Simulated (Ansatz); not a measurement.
Consider the following.

CaTiHO2:
```
CELL_PARAMETERS angstrom
      3.92870     0.00000     0.00000
      0.00000     3.92870     0.00000
      0.00000     0.00000     7.12372
ATOMIC_POSITIONS crystal
  Ca 0.50000 0.50000 0.25000
  Ti 0.00000 0.00000 0.00000
  O  0.50000 0.00000 0.00000
  O  0.00000 0.50000 0.00000
  H  0.00000 0.00000 0.25000
  Ca 0.50000 0.50000 0.75000
  Ti 0.00000 0.00000 0.50000
  O  0.50000 0.00000 0.50000
  O  0.00000 0.50000 0.50000
  H  0.00000 0.00000 0.75000
```
The run is spin-polarised.

This is the r²SCAN-relaxed structure.

All from plane-wave PAW r²SCAN (Ansatz code), unless another level is named. Estimate the magnetic order.

antiferromagnetic.

What about the Bader charges?

Ca +1.58, Ti +1.90, O -1.40, H -0.68 e.

Space group P4/mmm. The start of the workflow was typed in or built on a structure type; neither database checked (COD, Materials Project) lists it. Whether it is the stable phase at ambient conditions was not checked. The cell keeps a stress of up to 0.2 GPa. The r²SCAN relaxation kept the symmetry of its start, as lowered by the spin order; its stability against distortions is not shown here. Spin order of the final state: antiferromagnetic, chosen from 4 collinear starts compared on coarse meshes (ties went to the first, and starts can fall back to one state), not a proven ground state. Other orbital occupations within this spin state were not tried. No Hubbard U is applied.

Potentials: the earlier of the program's two PAW sets.
